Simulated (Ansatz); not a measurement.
Here are 2 structures of OsFCl, each relaxed with r2SCAN (the PAW code Ansatz). Simulated, non-magnetic, generated structures, which need not be known phases.

Janus 1T monolayer:
```
CELL_PARAMETERS angstrom
3.47529 0.00000 0.00000
-1.73765 3.00969 0.00000
0.00000 0.00000 29.01497
ATOMIC_POSITIONS crystal
Os 0.00000 0.00000 0.31074
F 0.33333 0.66667 0.34582
Cl 0.66667 0.33333 0.27400
```
The sheet repeats along a and b alone.

Janus 2H monolayer:
```xyz
3
Lattice="2.8177 0.0000 0.0000 -1.4088 2.4402 0.0000 0.0000 0.0000 31.0933" Properties=species:S:1:pos:R:3 pbc="T T F"
Os    0.0000    1.6268    9.1133
F     1.4088    0.8134   10.7459
Cl    1.4088    0.8134    7.1408
```
Periodic in the plane only; c spans the vacuum.

Question: Which is lowest in energy with r2SCAN, and by how much?

Answer: Among these cells the lowest with r2SCAN is Janus 1T monolayer, 652 meV an atom below the next, Janus 2H monolayer. Other structures, not computed here, could lie lower.

Question: Does the order change among the functionals that relaxed these cells?

Answer: Not for the lowest cell. PBE agrees on the lowest cell. PBE: Janus 1T monolayer 0, Janus 2H monolayer 473 meV an atom.

Question: What gaps does r2SCAN give on these cells?

Answer: Janus 1T monolayer: 1.84 i (K–Γ (0.75) → K–Γ (0.30)); Janus 2H monolayer: none (overlap 0.73) (eV; d direct, i indirect).

Question: What gaps does PBE give on these cells?

Answer: Janus 1T monolayer: 1.39 i (K–Γ (0.75) → K–Γ (0.30)); Janus 2H monolayer: none (overlap 0.74) (eV; d direct, i indirect).

Spin-orbit coupling is left out, which matters wherever the heavy atoms make up the band edges.

Where bands overlap the cell is a metal at that level, and these k meshes limit energies, forces and stress.

Where an edge lies off the special points, it is a point of the mesh or the k point where a search put PBE's edge or least direct gap, reused for the other functionals, whose own edges may lie a little apart.

For some runs the program warns that the potential is rough where the density is thin, which bears on empty states near the vacuum.
